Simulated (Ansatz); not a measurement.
Start of a relaxation of LiTa4O:

```
Li Ta O
1.0
     4.35076    0.00000    0.00000
     0.00000    4.35076    0.00000
     0.00000    0.00000    4.57344
Li Ta O
1 4 1
Direct
  0.50000 0.50000 0.50000
  0.70969 0.00000 0.50000
  0.29031 0.00000 0.50000
  0.00000 0.70969 0.50000
  0.00000 0.29031 0.50000
  0.00000 0.00000 0.50000
```

These are results of DFT PBE, scalar-relativistic, plane waves, PAW (Ansatz 0.2.0), not measurements. Cutoff 420 eV, Gaussian smearing, Γ-centred meshes. Cell and atoms relax first on a coarse mesh and then on a finer one. In between, the cell is made exact in the group found at 0.06 Å. In metals the finer mesh still leaves noise of several meV/atom or more. The steps can't lower the symmetry of their start. No spin polarisation in the relaxation; trial moments died out in a coarse test.

A guess keeps its type if space group and coordination stay and the shape of the cell changes little (axis ratios within about 15 %, angles within 6°); the volume may change.

Task: Will the relaxed cell still be of the starting type?

Result: It doesn't keep its type. The symmetry stays P4/mmm (No. 123). The volume per atom grows by 45.1 %, from 14.4 to 20.9 Å³. The shortest distance goes from 1.26 Å (Ta–O) to 2.04 Å (Ta–O). The ratio c/a of the conventional cell changes by a factor of 0.37. Counting neighbours within 15 % of an atom's shortest distance, the start has Li 8, O 4, Ta 1 and the end Li 2, O 4, Ta 1. In detail, at the end Li has 2 Li at 2.69 Å; Ta has 1 O at 2.04 Å and 5 Ta at 2.69–2.89 Å; O has 4 Ta at 2.04 Å.

```
Li Ta O
1.0
     6.83287    0.00000    0.00000
     0.00000    6.83287    0.00000
     0.00000    0.00000    2.69010
Li Ta O
1 4 1
Cartesian
  3.4164 3.4164 1.3451
  4.7907 0.0000 1.3451
  2.0422 0.0000 1.3451
  0.0000 4.7907 1.3451
  0.0000 2.0422 1.3451
  0.0000 0.0000 1.3451
```

Formation energies are uncorrected and refer to the elements' standard structures at the same level (O₂ as a molecule).

Task: At what energy does it end?

Result: +0.51 eV/atom. A positive value: parting into the elements would lower its energy.

The last run used a 6×6×14 mesh (in the run's order of axes) for its 6-atom cell and Gaussian smearing of 0.10 eV. Spin–orbit coupling, which can matter for Ta, is left out. Symmetry constrained the relaxation, so the result can be a saddle point. Another cell of LiTa4O relaxed alike, in P-6m2, lies 0.85 eV/atom lower, so this cell isn't the stable form at this level.
